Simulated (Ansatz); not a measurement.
Pd: energy along a strain

Pd, Fm-3m, a = 3.890 Å (as given, not relaxed at this level: -2.2 GPa). Ansatz: PBEsol, PAW, 420 eV, Γ-centred 20×20×20 mesh on 1 atom, Gaussian smearing 0.15 eV; no spin polarisation. Cell vectors (Å): 0.000 1.945 1.945; 1.945 0.000 1.945; 1.945 1.945 0.000. The cell is strained by x per cent times the pattern (0 0 1 0 0 0) in the order xx yy zz yz xz xy (engineering shears), with fractional coordinates held. y is the free energy over the start, V0 = 14.714 Å³/atom.

```
x (%) y (meV/atom)
-6.00             ?
-4.50         14.72
-3.00          4.26
-1.50         -0.50
 0.00          0.00
 1.50          5.29
 3.00         14.94
 4.50         28.51
 5.25         36.63
 6.00         45.58
```

**Question.** Fit y = c1 x + c2 x² + c3 x³ to the other rows, get the stiffness along the pattern, and predict the missing energy.

**Answer.** Least squares on the rows shown. y = 1.9747 x + 1.0674 x² − 0.021777 x³. The clamped-ion stiffness p·C·p = 2 × 10.67 eV × 160.2 / 14.714 Å³ = 232 GPa, which is C33 in these axes (C11 of the cubic crystal) (second derivative at the start, which stands under stress). At x = -6.00 the fit asked for gives 31.28 meV/atom. The run gave 31.36 meV/atom, so the fit is 0.08 meV/atom too low, a small miss on the scale of the series.